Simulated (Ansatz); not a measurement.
Tc (hcp (Mg type), P6_3/mmc) at seven volumes, plane-wave PAW LDA (Ansatz code), shape and atoms relaxed at each. One row is withheld.

```
V (Å³/atom)  P (GPa)
-----------  -------
12.533         39.79
12.946         24.34
13.359         11.19
13.772          0.00
14.185         -9.50
14.598        -17.56
15.012             ?
```

Fit the shown pressures and predict the withheld one.

P = (3/2)B₀(x^(7/2) − x^(5/2))[1 + (3/4)(B′ − 4)(x − 1)] with x = (V₀/V)^(2/3). Least squares on the six rows gives V₀ = 13.773 Å³/atom, B₀ = 343 GPa, B′ = 4.38. At V = 15.012, x = 0.9442 and P = -24.48 GPa. The run itself gave -24.38 GPa.

The cell was relaxed with LDA under the symmetry of its start. The run is not spin-polarised.

Potentials: the later of the program's two PAW sets.
